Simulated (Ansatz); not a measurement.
In PBE in the plane-wave PAW code Ansatz, NiGe in the orthorhombic phase (Pnma; Ni on 4c, Ge on 4c) relaxes to a = 5.378 Å, b = 3.497 Å, c = 5.840 Å. Against the elements it lies at -0.30 eV/atom, with no fitted shifts.

Electronic character: metallic (no gap).

The PBE relaxation kept the symmetry of its start. The run is not spin-polarised. The references are the lowest solids computed at this level, not always the standard phases. Spin–orbit coupling is left out wherever it is not named.

Potentials: the earlier of the program's two PAW sets.
